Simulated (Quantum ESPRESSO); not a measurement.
NSi7, input and log of a self-consistent run

A calculation, not a measurement. The program is pw.x of Quantum ESPRESSO 7.5 (plane-wave density functional theory). The cell is made up: 8 atoms on a zincblende/diamond lattice, with randomly drawn elements, strain and displacements, not relaxed. PseudoDojo standard norm-conserving files (v0.5 for PBE, v0.4.1 for LDA and PBEsol) set the functional; there is no spin polarisation, spin-orbit coupling or dispersion term, and the masses in the input are unused placeholders. A spin-polarised start on this cell or one of its family kept no moment.

Input:

```
&control calculation='scf', pseudo_dir='./dojo.nc.sr.pbe.v0_5.standard.upf', outdir='./o', disk_io='low', tprnfor=.true., tstress=.true. /
&system ibrav=0, nat=8, ntyp=2, nbnd=27, ecutwfc=84.00895049, nosym=.true., tot_charge=0,
 occupations='smearing', smearing='fd', degauss=0.0073498644
/
&electrons conv_thr=7.350e-09, electron_maxstep=60, /
ATOMIC_SPECIES
N 1.0 N.upf
Si 1.0 Si.upf
CELL_PARAMETERS angstrom
5.468 0.0705 -0.0752
0.0705 5.4553 0.0576
-0.0752 0.0576 5.4504
ATOMIC_POSITIONS angstrom
N 0.0208 -0.0535 0.0967
Si -0.0709 2.8629 2.777
Si 2.6551 -0.0521 2.7127
Si 2.8987 2.8065 -0.0876
Si 1.3092 1.4157 1.4918
Si 1.3465 4.1754 4.119
Si 4.0555 1.5855 4.079
Si 4.1465 4.1755 1.431
K_POINTS automatic
6 6 6 1 1 1
```

The log is shortened where brackets say so; the opening notice, blank lines, dates and the lines on written files are dropped, and the path of the files is cut. It prints rydbergs, bohrs and kilobars, and counts compression as positive stress.

```
     Program PWSCF v.7.5
     Parallel version (MPI & OpenMP), running on       4 processor cores
     Number of MPI processes:                 4
     Threads/MPI process:                     1
     [start-up lines left out]
     bravais-lattice index     =            0
     lattice parameter (alat)  =      10.3349  a.u.
     unit-cell volume          =    1096.6479 (a.u.)^3
     number of atoms/cell      =            8
     number of atomic types    =            2
     number of electrons       =        33.00
     number of Kohn-Sham states=           27
     kinetic-energy cutoff     =      84.0090  Ry
     charge density cutoff     =     336.0358  Ry
     scf convergence threshold =      7.3E-09
     mixing beta               =       0.7000
     number of iterations used =            8  plain     mixing
     Exchange-correlation= PBE
                           (   1   4   3   4   0   0   0)
     [axes and pseudopotential details left out]
   Cartesian axes
     site n.     atom                  positions (alat units)
         1        N      tau(   1) = (   0.0038033  -0.0097825   0.0176816  )
         2        Si     tau(   2) = (  -0.0129640   0.5234805   0.5077737  )
         3        Si     tau(   3) = (   0.4854843  -0.0095265   0.4960165  )
         4        Si     tau(   4) = (   0.5300265   0.5131678  -0.0160176  )
         5        Si     tau(   5) = (   0.2393869   0.2588604   0.2727752  )
         6        Si     tau(   6) = (   0.2462072   0.7634708   0.7531581  )
         7        Si     tau(   7) = (   0.7415471   0.2899083   0.7458441  )
         8        Si     tau(   8) = (   0.7581864   0.7634891   0.2616580  )
     number of k points=   108  Fermi-Dirac smearing, width (Ry)=  0.0073
     Number of k-points >= 100: set verbosity='high' to print them.
     Dense  grid:   114019 G-vectors     FFT dimensions: (  64,  64,  64)
     Estimated max dynamical RAM per process >     289.18 MB
     Estimated total dynamical RAM >       1.05 GB
     Initial potential from superposition of free atoms
     starting charge      32.9957, renormalised to      33.0000
     Starting wfcs are   32 randomized atomic wfcs
     total cpu time spent up to now is        9.4 secs
     per-process dynamical memory:   247.2 Mb
     Self-consistent Calculation
     iteration #  1     ecut=    84.01 Ry     beta= 0.70
     Davidson diagonalization with overlap
     ethr =  1.00E-02,  avg # of iterations =  4.0
     total cpu time spent up to now is       33.3 secs
     total energy              =     -79.44638123 Ry
     estimated scf accuracy    <       0.56545591 Ry
     iteration #  2     ecut=    84.01 Ry     beta= 0.70
     Davidson diagonalization with overlap
     ethr =  1.71E-03,  avg # of iterations =  4.5
     total cpu time spent up to now is       53.3 secs
     total energy              =     -79.20127370 Ry
     estimated scf accuracy    <       3.63156022 Ry
     iteration #  3     ecut=    84.01 Ry     beta= 0.70
     Davidson diagonalization with overlap
     ethr =  1.71E-03,  avg # of iterations =  3.1
     total cpu time spent up to now is       73.4 secs
     total energy              =     -79.70112892 Ry
     estimated scf accuracy    <       0.04127043 Ry
     iteration #  4     ecut=    84.01 Ry     beta= 0.70
     Davidson diagonalization with overlap
     ethr =  1.25E-04,  avg # of iterations =  6.1
     total cpu time spent up to now is       94.0 secs
     total energy              =     -79.71014436 Ry
     estimated scf accuracy    <       0.00819563 Ry
     iteration #  5     ecut=    84.01 Ry     beta= 0.70
     Davidson diagonalization with overlap
     ethr =  2.48E-05,  avg # of iterations =  5.9
     total cpu time spent up to now is      115.8 secs
     total energy              =     -79.71113235 Ry
     estimated scf accuracy    <       0.00181797 Ry
     iteration #  6     ecut=    84.01 Ry     beta= 0.70
     Davidson diagonalization with overlap
     ethr =  5.51E-06,  avg # of iterations =  5.4
     total cpu time spent up to now is      136.2 secs
     total energy              =     -79.71145501 Ry
     estimated scf accuracy    <       0.00015040 Ry
     iteration #  7     ecut=    84.01 Ry     beta= 0.70
     Davidson diagonalization with overlap
     ethr =  4.56E-07,  avg # of iterations =  2.7
     total cpu time spent up to now is      153.8 secs
     total energy              =     -79.71148495 Ry
     estimated scf accuracy    <       0.00000345 Ry
     iteration #  8     ecut=    84.01 Ry     beta= 0.70
     Davidson diagonalization with overlap
     ethr =  1.05E-08,  avg # of iterations =  3.9
     total cpu time spent up to now is      172.0 secs
     total energy              =     -79.71148626 Ry
     estimated scf accuracy    <       0.00000242 Ry
     iteration #  9     ecut=    84.01 Ry     beta= 0.70
     Davidson diagonalization with overlap
     ethr =  7.33E-09,  avg # of iterations =  1.2
     total cpu time spent up to now is      193.8 secs
     total energy              =     -79.71148642 Ry
     estimated scf accuracy    <       0.00000045 Ry
     iteration # 10     ecut=    84.01 Ry     beta= 0.70
     Davidson diagonalization with overlap
     ethr =  1.37E-09,  avg # of iterations =  2.0
     total cpu time spent up to now is      211.3 secs
     total energy              =     -79.71148650 Ry
     estimated scf accuracy    <          9.9E-09 Ry
     iteration # 11     ecut=    84.01 Ry     beta= 0.70
     Davidson diagonalization with overlap
     ethr =  2.99E-11,  avg # of iterations =  3.9
     total cpu time spent up to now is      236.8 secs
     End of self-consistent calculation
     Number of k-points >= 100: set verbosity='high' to print the bands.
     the Fermi energy is     5.5699 ev
!    total energy              =     -79.71148651 Ry
     estimated scf accuracy    <          4.9E-09 Ry
     smearing contrib. (-TS)   =      -0.00309554 Ry
     internal energy E=F+TS    =     -79.70839096 Ry
     The total energy is F=E-TS. E is the sum of the following terms:
     one-electron contribution =       8.19867903 Ry
     hartree contribution      =      10.29338825 Ry
     xc contribution           =     -27.08746390 Ry
     ewald contribution        =     -71.11299435 Ry
     convergence has been achieved in  11 iterations
     Forces acting on atoms (cartesian axes, Ry/au):
     atom    1 type  1   force =    -0.00397872    0.01852312    0.00122212
     atom    2 type  2   force =     0.05647620   -0.05653506    0.04220864
     atom    3 type  2   force =     0.01944285    0.06504068    0.01759687
     atom    4 type  2   force =    -0.07331397    0.01495879    0.08965242
     atom    5 type  2   force =    -0.00192794   -0.01862597   -0.08040202
     atom    6 type  2   force =    -0.04341416    0.02407427    0.06066427
     atom    7 type  2   force =     0.04748755   -0.11503074   -0.01910304
     atom    8 type  2   force =    -0.00077181    0.06759492   -0.11183927
     Total force =     0.270132     Total SCF correction =     0.000044
     Computing stress (Cartesian axis) and pressure
          total   stress  (Ry/bohr**3)                   (kbar)     P=      -53.85
  -0.00037301  -0.00033163   0.00006972          -54.87      -48.78       10.26
  -0.00033163  -0.00037636  -0.00013265          -48.78      -55.36      -19.51
   0.00006972  -0.00013265  -0.00034886           10.26      -19.51      -51.32
     init_run     :      7.36s CPU      7.69s WALL (       1 calls)
     electrons    :    226.72s CPU    227.51s WALL (       1 calls)
     forces       :      3.82s CPU      3.86s WALL (       1 calls)
     stress       :     13.91s CPU     13.91s WALL (       1 calls)
     [timing details left out]
     PWSCF        :   4m13.66s CPU   4m14.92s WALL
     JOB DONE.
```

In other units: free energy -1084.530 eV for the cell, pressure -5.39 GPa, largest force component 2.958 eV/Å. A rerun of a related cell, with the same atoms placed differently, at 1437 eV and a 8 x 8 x 8 mesh moved values by no more than 0.012 eV in energy, 0.02 GPa in stress and 0.010 eV/Å in force.